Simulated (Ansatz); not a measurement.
The relaxed structure here is a generated cell of AlNi: the first start was made by a random draw of sites in a space group, and the end was not matched to a known phase here, so it may be hypothetical. Known forms of AlNi include space group No. 221.

One stationary structure of AlNi. Space group Amm2 (No. 38). Method: PBE (plane waves to 420 eV, PAW, scalar-relativistic; Ansatz, a quantum-chemistry and plane-wave program).

```xyz
6
Lattice="6.6596 0.0000 0.0000 0.0000 1.3460 4.4473 0.0000 -1.3460 4.4473" Properties=species:S:1:pos:R:3 pbc="T T T"
Al     5.1777     0.0000     4.3316
Al     1.4819     0.0000     4.3316
Al     0.0000     0.0000     6.7227
Ni     3.3298     0.0000     8.0068
Ni     4.6256     0.0000     1.8472
Ni     2.0340     0.0000     1.8472
```

### Question
What magnetic moment does PBE give?

### Answer
Zero (the starting moments vanished).

No spin polarisation in the result: the starting moments vanished. A magnetic state may lie lower.

The run could not lose the symmetry of its start, so the end can be a saddle point.
